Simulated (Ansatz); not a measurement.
SiS$_{2}$:
```cif
data_S8Si4
_chemical_formula_sum 'S8 Si4'
_space_group_name_H-M_alt 'Ibam'
_space_group_IT_number 72
_space_group_name_Hall '-I 2 2c'
_cell_length_a 5.41349
_cell_length_b 9.55078
_cell_length_c 5.52681
_cell_angle_alpha 90.000
_cell_angle_beta 90.000
_cell_angle_gamma 90.000
loop_
_space_group_symop_operation_xyz
  'x, y, z'
  '-x, -y, -z'
  '-x, -y, z'
  'x, y, -z'
  'x, -y, -z+1/2'
  '-x, y, z+1/2'
  '-x, y, -z+1/2'
  'x, -y, z+1/2'
  'x+1/2, y+1/2, z+1/2'
  '-x+1/2, -y+1/2, -z+1/2'
  '-x+1/2, -y+1/2, z+1/2'
  'x+1/2, y+1/2, -z+1/2'
  'x+1/2, -y+1/2, -z'
  '-x+1/2, y+1/2, z'
  '-x+1/2, y+1/2, -z'
  'x+1/2, -y+1/2, z'
loop_
_atom_site_label
_atom_site_type_symbol
_atom_site_symmetry_multiplicity
_atom_site_Wyckoff_symbol
_atom_site_fract_x
_atom_site_fract_y
_atom_site_fract_z
_atom_site_occupancy
S1 S 8 j 0.21679 0.11940 0.00000 1
Si1 Si 4 a 0.00000 0.00000 0.25000 1
```
(The calculation used a cell of 6 atoms; values per cell refer to that cell.)

Relaxed with PBE+D3(BJ).

Problem. Tabulate the valence density and the electron localisation function along the shortest S–Si contact (2.14 Å), DFT-PBE+D3(BJ) in the program Ansatz with PAW potentials.

Solution. 

```csv
distance from S (Å),density (e/Å³),ELF
0.21,0.32,0.02
0.32,0.68,0.13
0.43,0.99,0.38
0.54,1.19,0.62
0.64,1.23,0.77
0.75,1.16,0.83
0.86,1.04,0.86
0.96,0.92,0.88
1.07,0.82,0.88
1.18,0.74,0.89
1.29,0.68,0.88
1.39,0.60,0.84
1.50,0.51,0.73
1.61,0.39,0.54
1.71,0.27,0.34
1.82,0.17,0.24
1.93,0.10,0.29
```

The density is the valence pseudo-density with augmentation charge, so density and ELF within about 1 Å of a nucleus are not all-electron values.

The cell was relaxed with PBE+D3(BJ) under the symmetry of its start.

Potentials: the later of the program's two PAW sets.
